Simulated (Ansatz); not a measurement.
input.yaml (Ansatz)

```yaml
crystal:
  lattice:
    - [0.0, 2.4648348064, 2.4648348064]
    - [2.4648348064, 0.0, 2.4648348064]
    - [2.4648348064, 2.4648348064, 0.0]
  atoms:
    - { symbol: Fe, position: [0.125, 0.125, 0.125], spin: 2.5 }
    - { symbol: Fe, position: [0.875, 0.875, 0.875], spin: -2.5 }
hamiltonian:
  xc: pbesol
  pseudopotentials:
    kind: paw
    azcp:
      Fe: "pseudopotentials/Fe.paw.azcp"
basis:
  ecutwfc: 420
  fft_grid_basis: typed
kpoints:
  mp_grid: { grid: [13, 13, 13], shift: [0, 0, 0] }
magnetization:
  spin_polarized: true
scf:
  occupations: { method: fermi_dirac, width: 0.05 }
  lower_state_search: "off"
output:
  stress: true
  write_density: true
  write_potential: true
  elf: true
  volumetric_format: npy
```

Terminal output

```
Warning: the record states the generating functional pbe (its physics header spells it `PBE`), which answers neither for hamiltonian.xc's functional nor for the pbesol family's — results may be inconsistent (PPs are generated against a specific XC)
Engine: ansatz 0.2.0, aarch64-unknown-linux-gnu
Pseudopotentials: kind: paw
Pseudopotential: Fe, paw, valence charge 16, recommended cutoff 420 eV (normal) 
Functional definition: PBEsol
  exchange = pbesol_x
  correlation = pbesol_c
Crystal: 2 atoms, lattice volume = 29.950 Å³
Basis set: ecut = 420 eV, 561 PW (Γ)
Bands: 23, of which v1, the nominal top of the filled ones, is band 16 counted from 1 (15 counted from 0)
Symmetry: 24 space group operations
Space group: F-43m (ITA 216), of the structure as read, at distance tolerance 3.1e-5 Å
Magnetic group: BNS 227.130 (UNI 1632), of the structure as read, at distance tolerance 3.1e-5 Å
k-points: 84 of 2197 (time reversal used)
Non-local potential: Fe, projectors of the file, l = 0: 3, l = 1: 2, l = 2: 3, l = 3: 1
PAW form: soft (Blöchl's): semilocal exchange-correlation on the pseudo side does not see the compensation charge
PAW frozen core: Fe, regenerated for the run's functional, and the local potential with it (the file was generated under x = pbe(κ = 0.804, μ = 0.2195149727645171), c = pbe(β = 0.06672455060314922))
PAW one-centre angular grid: Fe, 590 points (default); XC on 64 Gauss nodes
Initial density: superposition of atomic densities (chi_scale 0.1, normalization cell)
Starting moments: Σ|m| = 5 μB on 2 of 2 sites
Starting magnetic order: antiferromagnet; an inversion exchanges its spin sublattices: spin-degenerate at every k-point
Initial wavefunctions: pseudopotential atomic-orbital guess
Functional: x = pbesol(κ = 0.804, μ = 0.12345679012345678), c = pbesol(β = 0.046)
iter 1 solved again at ethr=1.74e-3 eV; its pass at ethr=3.10e-3 eV (dr2=5.56e-1 eV) is discarded
SCF iter   1: F=—  HF=-8894.507253 eV  |F-HF|=—  |Δ(HF+E_count)|=         —  Δρ=8.55e-2 (↑8.55e-2 ↓8.55e-2)  dr2=5.60e-1  dr2_m=1.85e0  M=0.000 μB ∫|m|=3.158 μB  β_m=0.30  ethr=1.74e-3  ⟨swp⟩=1.0  Hψ=20464  notcnv=0
spin=Collinear: Kerker preconditioning applied to the charge; magnetization (m = ρ↑ − ρ↓) channel mixes plain (no charge-response kernel on spin).
SCF iter   2: F=—  HF=-8894.610160 eV  |F-HF|=—  |Δ(HF+E_count)|=   1.03e-1  Δρ=7.31e-2 (↑7.31e-2 ↓7.31e-2)  dr2=3.75e-1  dr2_m=1.36e0  M=0.000 μB ∫|m|=2.933 μB  β_m=0.30  ethr=1.74e-3  ⟨swp⟩=2.0  Hψ=4912  notcnv=0
SCF iter   3: F=—  HF=-8894.597508 eV  |F-HF|=—  |Δ(HF+E_count)|=   1.27e-2  Δρ=5.83e-2 (↑5.83e-2 ↓5.83e-2)  dr2=9.18e-3  dr2_m=9.29e-1  M=-0.000 μB ∫|m|=2.762 μB  β_m=0.30  ethr=1.17e-3  ⟨swp⟩=2.5  Hψ=6580  notcnv=0
SCF iter   4: F=—  HF=-8894.678435 eV  |F-HF|=—  |Δ(HF+E_count)|=   8.09e-2  Δρ=5.14e-2 (↑5.14e-2 ↓5.13e-2)  dr2=7.74e-3  dr2_m=7.21e-1  M=0.000 μB ∫|m|=2.573 μB  β_m=0.30  ethr=2.87e-5  ⟨swp⟩=3.0  Hψ=8744  notcnv=0  defer=50
...
WARN: the starting moments were not kept: the SCF closed with an absolute magnetisation of 7.6e-6 μB, where they sum to 5 μB in size (2 sites). That is at most 0.1 of that sum. Measured as dr2_m measures the in/out step, that magnetisation stands 6.0e-11 eV from none, at or under the dr2_threshold of 1.0e-7 eV: it is no larger than a step whose dr2_m would equal this threshold. The system may hold no moment; this SCF shows only that its start led to no more than that. To try another start: raise the starting moments (crystal.atoms[].spin, magnetization.per_species, magnetization.initial_magnetization, or on a non-collinear deck that types none of these the spinor_matrix: blocks that start its atoms; where the total moment is fixed, keep their sum and leave initial_magnetization as it is; typed ones take the place of any that the run laid by itself, positive ones on a crystal's lanthanoids without a Hubbard term where scf.initial_density.shell_occupations: [] is typed) or, if the notice of its spin-set hold's release reads "site moments contracting" or "site moments show no strong build", lengthen the hold (scf.mixing.spin_hold: { on: { confirm: 4 } }; for m-r²SCAN on two components see the key's manual first). Each may lead to a state that holds a moment. A second SCF, from the converged charge density, with the starting moments and any scf.initial_density.shell_occupations laid on it anew, would have followed, and was not run: the deck does not ask for one (magnetization.retry_lost_moments is false, the default). To let it run, set magnetization.retry_lost_moments: true and run the deck again, where that key's refused combinations let it; where memory then withholds it, that run's warning says so.
SCF 1 converged in 23 iterations: F = -8895.032413 eV  dr2 = 1.75e-9
SCF converged after 23 iterations
Magnetization: 0.0000 μB (16.0000 up, 16.0000 down)
Absolute magnetization: 0.0000 μB (∫|ρ↑−ρ↓|, with the PAW one-centre terms)
Spin contamination: 0.0000 ħ² per cell (⟨S²⟩ above its minimum at these occupations)
Per-site moments (μB) at R_I (Å): [(-1.025850462176174e-6, 0.8805264428707305), (5.555441661603159e-6, 0.8805264428707305)]
Free energy (F): -8895.032413 eV
Harris-Foulkes:  -8895.032413 eV  (|F-HF|=1.54e-9)
Internal energy: -8895.011017 eV  (E = F + TS)
E sigma→0 (E₀):  -8895.021715 eV
Entropy (-TS):   -0.021396 eV (-10.698 meV/atom)
Fermi energy:    12.768401 eV
--- Per-component energies (eV) ---
  E_band       = -605.135008
  E_kinetic    = 710.392801
  E_local      = -5368.681522  (includes V_loc(G=0)·N_el)
  E_nonlocal   = 436.714225
  E_hartree    = 2258.752314
  E_xc         = -233.247149
  E_vxc        = -301.578960  (∫ρ·V_xc dr)
  E_paw        = -2671.161118  (= ΣΔE_a)
  E_vpaw       = -599.491853  (= ΣTr[D̂ρ^β])
  E_aug_tail   = 0.001853  (compensation charges beyond the density's cutoff)
  E_ewald      = -4028.140824
  E_core_change = 0.358403  (= ΣΔE_core)
  E_smearing   = -0.021396  (= −TS)
  E_closure    = -0.000000  (closes the sum)
  Σ components = -8895.032413   (vs F -8895.032413, Δ=0.00e0)
--- Stress (GPa, compression-positive) ---
      -11.350028      -0.000000       0.000000
        0.000000     -11.350028      -0.000000
        0.000000      -0.000000     -11.350028
  P = ⅓ Tr σ = -11.3500 GPa (-113.500 kbar)
--- Band table (eV; the first three rows and the last of 168) ---
  k-point 0 ↑: bands = ["-73.9976", "-73.6475", "-40.3189", "-40.3189", "-40.3189", "-39.7734", "-39.7734", "-39.7734", "6.1913", "10.1432", "10.1432", "10.4116", "10.4116", "10.4116", "12.3943", "12.3943", "12.3943", "13.9674", "13.9674", "26.6535", "26.6535", "26.6535", "26.8725"]
  k-point 1 ↑: bands = ["-73.9937", "-73.6512", "-40.3227", "-40.3227", "-40.3184", "-39.7747", "-39.7696", "-39.7696", "6.3104", "10.0724", "10.0724", "10.4179", "10.5137", "10.5137", "12.3295", "12.3853", "12.3853", "13.9668", "13.9668", "24.4580", "25.8238", "25.8238", "27.3293"]
  k-point 2 ↑: bands = ["-73.9825", "-73.6620", "-40.3331", "-40.3331", "-40.3171", "-39.7783", "-39.7593", "-39.7593", "6.6607", "9.9874", "9.9874", "10.4431", "10.6725", "10.6725", "12.1438", "12.3792", "12.3792", "13.9606", "13.9606", "22.1276", "25.0151", "25.0151", "26.7434"]
  k-point 83 ↓: bands = ["-73.8363", "-73.8048", "-40.4468", "-40.4363", "-40.0855", "-40.0172", "-39.6598", "-39.6508", "9.3502", "9.3994", "10.7556", "10.8047", "11.2444", "11.3879", "11.6790", "11.9318", "14.1362", "14.1485", "15.1568", "16.1084", "16.3665", "17.0128", "27.2894"]
```
